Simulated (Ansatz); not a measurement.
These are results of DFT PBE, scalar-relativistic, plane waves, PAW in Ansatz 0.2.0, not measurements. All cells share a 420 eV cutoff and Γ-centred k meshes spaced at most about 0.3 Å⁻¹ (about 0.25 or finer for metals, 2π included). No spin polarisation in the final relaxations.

All energies are static (0 K, no zero-point motion).

Two relaxed structures of Rb4O:

A.

Space group P6/mmm (No. 191). a = 7.664 Å, b = 7.664 Å, c = 5.340 Å, α = 90.00°, β = 90.00°, γ = 120.00°
| atom | site | symmetry | x | y | z |
| --- | --- | --- | --- | --- | --- |
| Rb | 3f | mmm | 0.5000 | 0.0000 | 0.0000 |
| Rb | 1b | 6/mmm | 0.0000 | 0.0000 | 0.5000 |
| O | 1a | 6/mmm | 0.0000 | 0.0000 | 0.0000 |

B.

Space group Pm-3m (No. 221). a = 6.171 Å, b = 6.171 Å, c = 6.171 Å, α = 90.00°, β = 90.00°, γ = 90.00°
```json
{"atom": "Rb", "site": "3c", "symmetry": "4/mm.m", "x": "0.0000", "y": "0.5000", "z": "0.5000"}
{"atom": "Rb", "site": "1a", "symmetry": "m-3m", "x": "0.0000", "y": "0.0000", "z": "0.0000"}
{"atom": "O", "site": "1b", "symmetry": "m-3m", "x": "0.5000", "y": "0.5000", "z": "0.5000"}
```

**Question.** Which form is favoured at zero pressure, and by what margin per atom?

**Answer.** B is lower, by 180 meV/atom. A has space group P6/mmm (No. 191), 54.3 Å³/atom and no gap on its mesh; B has space group Pm-3m (No. 221), 47.0 Å³/atom and no gap. Counting Rb atoms around O (those within 1.25 times the shortest such distance or 1.15 times the sum of covalent radii), A has O 2 and B has O 6. The denser one is the lower, and pressure would at first widen the difference. In A, Rb on a site of symmetry mmm has 4 Rb at 3.83 Å, 2 O at 3.83 Å and 4 Rb at 4.67 Å; Rb on a site of symmetry 6/mmm is surrounded by 2 O at 2.67 Å and 12 Rb at 4.67 Å; O has 2 Rb at 2.67 Å and 6 Rb at 3.83 Å. In B, Rb on a site of symmetry 4/mmm has 2 O at 3.09 Å and 12 Rb at 4.36 Å; around Rb on a site of symmetry m-3m lie 12 Rb at 4.36 Å; O has 6 Rb at 3.09 Å. Both come from invented guesses. A third cell relaxed alike, in I-43m, lies 165 meV/atom below the lower of the two.

Cells relaxed within their symmetry can be saddle points.
